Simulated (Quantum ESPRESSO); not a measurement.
# Ga3SiN3C: one run as intended and one with a planted mistake

A calculation, not a measurement. The program is pw.x of Quantum ESPRESSO 7.5 (plane-wave density functional theory). The cell is made up: 8 atoms on a wurtzite lattice, with randomly drawn elements, strain and displacements, not relaxed. PseudoDojo standard norm-conserving files (v0.5 for PBE, v0.4.1 for LDA and PBEsol) set the functional; there is no spin polarisation, spin-orbit coupling or dispersion term, and the masses in the input are unused placeholders.

Intended input:

```
&control calculation='scf', pseudo_dir='./dojo.nc.sr.pbe.v0_5.standard.upf', outdir='./o', disk_io='low', tprnfor=.true., tstress=.true. /
&system ibrav=0, nat=8, ntyp=4, nbnd=37, ecutwfc=84.00895049, nosym=.true., tot_charge=0,
 occupations='smearing', smearing='fd', degauss=0.0018374661
/
&electrons conv_thr=7.350e-09, electron_maxstep=60, /
ATOMIC_SPECIES
C 1.0 C.upf
Ga 1.0 Ga.upf
N 1.0 N.upf
Si 1.0 Si.upf
CELL_PARAMETERS angstrom
3.2684 0.0 0.0
0.0 5.661 0.0
0.0 0.0 5.3373
ATOMIC_POSITIONS angstrom
Ga 0.0561 0.004 0.0099
Ga 1.6432 2.8048 -0.0152
Ga 1.6424 0.9417 2.6894
Si 0.0157 3.7915 2.6142
N -0.0609 0.0129 2.007
C 1.6562 2.7891 1.9793
N 1.6161 0.9729 4.6037
N -0.0528 3.75 4.6605
K_POINTS automatic
5 4 4 1 1 1
```

The log is shortened where brackets say so; the opening notice, blank lines, dates and the lines on written files are dropped, and the path of the files is cut. It prints rydbergs, bohrs and kilobars, and counts compression as positive stress. Where no state is partly filled, the Fermi energy that it prints is only some level between the filled and the empty states on the mesh, and need not lie in the true gap.

Log of the intended run:

```
     Program PWSCF v.7.5
     Parallel version (MPI & OpenMP), running on       4 processor cores
     Number of MPI processes:                 4
     Threads/MPI process:                     1
     [start-up lines left out]
     bravais-lattice index     =            0
     lattice parameter (alat)  =       6.1764  a.u.
     unit-cell volume          =     666.4178 (a.u.)^3
     number of atoms/cell      =            8
     number of atomic types    =            4
     number of electrons       =        62.00
     number of Kohn-Sham states=           37
     kinetic-energy cutoff     =      84.0090  Ry
     charge density cutoff     =     336.0358  Ry
     scf convergence threshold =      7.3E-09
     mixing beta               =       0.7000
     number of iterations used =            8  plain     mixing
     Exchange-correlation= PBE
                           (   1   4   3   4   0   0   0)
     [axes and pseudopotential details left out]
   Cartesian axes
     site n.     atom                  positions (alat units)
         1        Ga     tau(   1) = (   0.0171644   0.0012238   0.0030290  )
         2        Ga     tau(   2) = (   0.5027536   0.8581569  -0.0046506  )
         3        Ga     tau(   3) = (   0.5025089   0.2881226   0.8228491  )
         4        Si     tau(   4) = (   0.0048036   1.1600477   0.7998409  )
         5        N      tau(   5) = (  -0.0186330   0.0039469   0.6140619  )
         6        C      tau(   6) = (   0.5067311   0.8533533   0.6055868  )
         7        N      tau(   7) = (   0.4944621   0.2976686   1.4085485  )
         8        N      tau(   8) = (  -0.0161547   1.1473504   1.4259271  )
     number of k points=    40  Fermi-Dirac smearing, width (Ry)=  0.0018
                       cart. coord. in units 2pi/alat
        k(    1) = (   0.1000000   0.0721692   0.0765462), wk =   0.0500000
        k(    2) = (   0.1000000   0.0721692   0.2296386), wk =   0.0500000
     [further k points left out]
     Dense  grid:    69229 G-vectors     FFT dimensions: (  40,  64,  60)
     Estimated max dynamical RAM per process >     139.00 MB
     Estimated total dynamical RAM >     505.29 MB
     Initial potential from superposition of free atoms
     starting charge      61.9913, renormalised to      62.0000
     Starting wfcs are   47 randomized atomic wfcs
     total cpu time spent up to now is        2.4 secs
     per-process dynamical memory:   101.6 Mb
     Self-consistent Calculation
     iteration #  1     ecut=    84.01 Ry     beta= 0.70
     Davidson diagonalization with overlap
     ethr =  1.00E-02,  avg # of iterations =  3.0
     total cpu time spent up to now is        5.5 secs
     total energy              =    -540.87027795 Ry
     estimated scf accuracy    <       1.91785247 Ry
     iteration #  2     ecut=    84.01 Ry     beta= 0.70
     Davidson diagonalization with overlap
     ethr =  3.09E-03,  avg # of iterations =  3.3
     total cpu time spent up to now is        8.5 secs
     total energy              =    -541.39743186 Ry
     estimated scf accuracy    <       1.98123708 Ry
     [iterations 3 to 11 left out]
     iteration # 12     ecut=    84.01 Ry     beta= 0.70
     Davidson diagonalization with overlap
     ethr =  7.13E-11,  avg # of iterations =  4.1
     total cpu time spent up to now is       37.9 secs
     total energy              =    -541.74908989 Ry
     estimated scf accuracy    <       0.00000003 Ry
     iteration # 13     ecut=    84.01 Ry     beta= 0.70
     Davidson diagonalization with overlap
     ethr =  4.05E-11,  avg # of iterations =  2.0
     total cpu time spent up to now is       40.5 secs
     End of self-consistent calculation
     [lines on levels left out]
     the Fermi energy is    10.6393 ev
!    total energy              =    -541.74908989 Ry
     estimated scf accuracy    <          1.8E-09 Ry
     smearing contrib. (-TS)   =       0.00000000 Ry
     internal energy E=F+TS    =    -541.74908989 Ry
     The total energy is F=E-TS. E is the sum of the following terms:
     one-electron contribution =    -211.39544943 Ry
     hartree contribution      =     159.34672248 Ry
     xc contribution           =    -151.39321051 Ry
     ewald contribution        =    -338.30715244 Ry
     convergence has been achieved in  13 iterations
     Forces acting on atoms (cartesian axes, Ry/au):
     atom    1 type  2   force =    -0.02639249   -0.00158757   -0.02530156
     atom    2 type  2   force =    -0.01977473    0.00748470   -0.00702065
     atom    3 type  2   force =    -0.02219703    0.00976741   -0.01391549
     atom    4 type  4   force =    -0.01373621   -0.02255116    0.01417026
     atom    5 type  3   force =     0.03858664   -0.09786781    0.01941206
     atom    6 type  1   force =    -0.00534315    0.10722253    0.05038038
     atom    7 type  3   force =     0.01468696   -0.03847263    0.05191280
     atom    8 type  3   force =     0.03417002    0.03600454   -0.08963779
     Total force =     0.209553     Total SCF correction =     0.000068
     Computing stress (Cartesian axis) and pressure
          total   stress  (Ry/bohr**3)                   (kbar)     P=     -110.21
  -0.00078312   0.00004898  -0.00006673         -115.20        7.20       -9.82
   0.00004898  -0.00083501   0.00000405            7.20     -122.83        0.60
  -0.00006673   0.00000405  -0.00062947           -9.82        0.60      -92.60
     init_run     :      2.26s CPU      2.33s WALL (       1 calls)
     electrons    :     37.93s CPU     38.06s WALL (       1 calls)
     forces       :      0.46s CPU      0.47s WALL (       1 calls)
     stress       :      1.50s CPU      1.50s WALL (       1 calls)
     [timing details left out]
     PWSCF        :     42.23s CPU     42.47s WALL
     JOB DONE.
```

A second run has one planted mistake: two atoms have their elements exchanged. The input lines that differ, file-writing options aside:

```
- C 1.6562 2.7891 1.9793
+ N 1.6562 2.7891 1.9793
- N -0.0528 3.75 4.6605
+ C -0.0528 3.75 4.6605
```

Its log:

```
     Program PWSCF v.7.5
     Parallel version (MPI & OpenMP), running on       4 processor cores
     Number of MPI processes:                 4
     Threads/MPI process:                     1
     [start-up lines left out]
     bravais-lattice index     =            0
     lattice parameter (alat)  =       6.1764  a.u.
     unit-cell volume          =     666.4178 (a.u.)^3
     number of atoms/cell      =            8
     number of atomic types    =            4
     number of electrons       =        62.00
     number of Kohn-Sham states=           37
     kinetic-energy cutoff     =      84.0090  Ry
     charge density cutoff     =     336.0358  Ry
     scf convergence threshold =      7.3E-09
     mixing beta               =       0.7000
     number of iterations used =            8  plain     mixing
     Exchange-correlation= PBE
                           (   1   4   3   4   0   0   0)
     [axes and pseudopotential details left out]
   Cartesian axes
     site n.     atom                  positions (alat units)
         1        Ga     tau(   1) = (   0.0171644   0.0012238   0.0030290  )
         2        Ga     tau(   2) = (   0.5027536   0.8581569  -0.0046506  )
         3        Ga     tau(   3) = (   0.5025089   0.2881226   0.8228491  )
         4        Si     tau(   4) = (   0.0048036   1.1600477   0.7998409  )
         5        N      tau(   5) = (  -0.0186330   0.0039469   0.6140619  )
         6        N      tau(   6) = (   0.5067311   0.8533533   0.6055868  )
         7        N      tau(   7) = (   0.4944621   0.2976686   1.4085485  )
         8        C      tau(   8) = (  -0.0161547   1.1473504   1.4259271  )
     number of k points=    40  Fermi-Dirac smearing, width (Ry)=  0.0018
                       cart. coord. in units 2pi/alat
        k(    1) = (   0.1000000   0.0721692   0.0765462), wk =   0.0500000
        k(    2) = (   0.1000000   0.0721692   0.2296386), wk =   0.0500000
     [further k points left out]
     Dense  grid:    69229 G-vectors     FFT dimensions: (  40,  64,  60)
     Estimated max dynamical RAM per process >     139.00 MB
     Estimated total dynamical RAM >     505.29 MB
     Initial potential from superposition of free atoms
     starting charge      61.9913, renormalised to      62.0000
     Starting wfcs are   47 randomized atomic wfcs
     total cpu time spent up to now is        2.4 secs
     per-process dynamical memory:   101.6 Mb
     Self-consistent Calculation
     iteration #  1     ecut=    84.01 Ry     beta= 0.70
     Davidson diagonalization with overlap
     ethr =  1.00E-02,  avg # of iterations =  3.0
     total cpu time spent up to now is        5.4 secs
     total energy              =    -540.77909310 Ry
     estimated scf accuracy    <       1.99362463 Ry
     iteration #  2     ecut=    84.01 Ry     beta= 0.70
     Davidson diagonalization with overlap
     ethr =  3.22E-03,  avg # of iterations =  3.5
     total cpu time spent up to now is        8.5 secs
     total energy              =    -541.23041296 Ry
     estimated scf accuracy    <       2.29125150 Ry
     [iterations 3 to 11 left out]
     iteration # 12     ecut=    84.01 Ry     beta= 0.70
     Davidson diagonalization with overlap
     ethr =  2.54E-10,  avg # of iterations =  2.1
     total cpu time spent up to now is       35.1 secs
     total energy              =    -541.68795089 Ry
     estimated scf accuracy    <       0.00000002 Ry
     iteration # 13     ecut=    84.01 Ry     beta= 0.70
     Davidson diagonalization with overlap
     ethr =  3.03E-11,  avg # of iterations =  3.9
     total cpu time spent up to now is       37.5 secs
     End of self-consistent calculation
     [lines on levels left out]
     the Fermi energy is    10.5537 ev
!    total energy              =    -541.68795090 Ry
     estimated scf accuracy    <          4.7E-09 Ry
     smearing contrib. (-TS)   =      -0.00000000 Ry
     internal energy E=F+TS    =    -541.68795090 Ry
     The total energy is F=E-TS. E is the sum of the following terms:
     one-electron contribution =    -209.94424632 Ry
     hartree contribution      =     158.82089044 Ry
     xc contribution           =    -151.37462937 Ry
     ewald contribution        =    -339.18996565 Ry
     convergence has been achieved in  13 iterations
     Forces acting on atoms (cartesian axes, Ry/au):
     atom    1 type  2   force =    -0.02490387   -0.01992985   -0.06460022
     atom    2 type  2   force =    -0.02838099    0.02282103   -0.06422740
     atom    3 type  2   force =    -0.02169338   -0.01097374    0.02837009
     atom    4 type  4   force =    -0.01425898    0.00265107    0.08396904
     atom    5 type  3   force =     0.03819772   -0.08048182    0.00633243
     atom    6 type  3   force =    -0.00329128    0.08682231    0.03287997
     atom    7 type  3   force =     0.01471994   -0.02037373    0.05040048
     atom    8 type  1   force =     0.03961084    0.01946473   -0.07312439
     Total force =     0.215343     Total SCF correction =     0.000263
     Computing stress (Cartesian axis) and pressure
          total   stress  (Ry/bohr**3)                   (kbar)     P=     -104.05
  -0.00067427   0.00007287  -0.00007741          -99.19       10.72      -11.39
   0.00007287  -0.00075542   0.00002058           10.72     -111.13        3.03
  -0.00007741   0.00002058  -0.00069227          -11.39        3.03     -101.84
     init_run     :      2.23s CPU      2.30s WALL (       1 calls)
     electrons    :     35.00s CPU     35.16s WALL (       1 calls)
     forces       :      0.37s CPU      0.38s WALL (       1 calls)
     stress       :      1.19s CPU      1.19s WALL (       1 calls)
     [timing details left out]
     PWSCF        :     38.87s CPU     39.12s WALL
     JOB DONE.
```

|  | intended run | run with the mistake |
| --- | --- | --- |
| free energy (eV) | -7370.872 | -7370.040 |
| smearing term -TS (eV) | 0.0000 | 0.0000 |
| pressure (GPa) | -11.02 | -10.41 |
| largest force component (eV/Å) | 2.757 | 2.232 |
| largest change of a force component (eV/Å) |  | 1.795 |
| iterations | 13 | 13 |

For scale, a rerun of the intended cell at 1437 eV and a 7 x 6 x 6 mesh moved values by no more than 0.010 eV in energy, 0.08 GPa in stress and 0.009 eV/Å in force.